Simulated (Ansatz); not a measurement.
YTiGe in space group P4/nmm (No. 129; Y on 2c, Ge on 2c, Ti on 2a) under volume change, plane-wave PAW r²SCAN (Ansatz code), shape and atoms relaxed at each volume.

```
V (Å³/atom)  E − E(relaxed) (meV/atom)  P (GPa)
-----------  -------------------------  -------
19.737                            24.4     6.56
20.367                               ?        ?
20.997                             0.0     0.00
21.627                               ?        ?
22.257                            19.5    -4.67
```

Problem. Some entries are withheld; supply them.

Solution. 
- 20.367, E − E(relaxed) (meV/atom): 5.8
- 20.367, P (GPa): 3.02
- 21.627, E − E(relaxed) (meV/atom): 5.2
- 21.627, P (GPa): -2.55

Problem. What does a third-order Birch–Murnaghan fit give for V₀, B₀ and B′?

Solution. V₀ = 21.00 Å³/atom, B₀ = 91.9 GPa, B′ = 4.6.

The workflow started from an entry of the Crystallography Open Database (COD), which files this formula under 2 space groups. Whether it is the stable phase at ambient conditions was not checked. Symmetry was held in the r²SCAN relaxation; its stability against distortions is not shown here. The run is not spin-polarised.

Potentials: the later of the program's two PAW sets.
